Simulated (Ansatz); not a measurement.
CaSi:
```yaml
crystal:
  lattice:
    - [2.27367, -5.34293, 0.00000]
    - [2.27367, 5.34293, 0.00000]
    - [0.00000, 0.00000, 3.90307]
  atoms:
    - { symbol: Si, position: [0.93133, 0.06867, 0.75000] }
    - { symbol: Si, position: [0.06867, 0.93133, 0.25000] }
    - { symbol: Ca, position: [0.63811, 0.36189, 0.75000] }
    - { symbol: Ca, position: [0.36189, 0.63811, 0.25000] }
```

Relaxed with r²SCAN.

Task: Give the Bader charges and basin volumes of the independent atoms, r²SCAN in the plane-wave PAW code Ansatz.

Result: 

```json
[
 {"atom": "Si1", "Bader charge (e)": "-1.33", "Bader volume (Å³)": "32.4"},
 {"atom": "Ca3", "Bader charge (e)": "+1.33", "Bader volume (Å³)": "15.0"}
]
```

Space group Cmcm. The workflow started from an entry of the Crystallography Open Database (COD). Its standing as an ambient phase is unchecked. The r²SCAN relaxation kept the symmetry of its start; its stability against distortions is not shown here.

Potentials: the later of the program's two PAW sets.
